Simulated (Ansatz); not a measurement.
## Barrier of one jump, Si in Si

Level of theory: DFT LDA, scalar-relativistic, plane waves, PAW (Ansatz). Run with 420 eV cutoff, 2×2×2 k-mesh, shifted by half a step, Gaussian smearing of 0.02 eV, no spin polarisation.

Host crystal, relaxed:

```
Si
1.0
     0.00000    2.70097    2.70097
     2.70097    0.00000    2.70097
     2.70097    2.70097    0.00000
Si
2
Direct
  0.75000 0.75000 0.75000
  0.50000 0.50000 0.50000
```

In a supercell of 32 host sites, Si trades places with a neighbouring Si vacancy, moving 2.06 Å between the relaxed ends. Climbing-image nudged elastic band at fixed cell with images 0 (start) to 6 (end), the path measured over all atoms, converged to 0.05 eV/Å; the order of the saddle wasn't checked, and the small cell leaves errors of about a tenth of an eV.

Supercell rows in host cell vectors: 1 1 -3; -3 1 1; 1 1 1. Si was set at (0.750, 0.750, 0.750) of the host cell.

At the relaxed start Si has 3 Si at 2.35 Å.

Q: How high is the barrier, and where does the atom pass?

A: 0.27 eV at image 3, where Si has 6 Si at 2.72 Å.

Cost: 1 run of about 16 core-minutes, on Intel Xeon Processor @ 2.50GHz (Skylake/Cascade Lake) (shared hosts).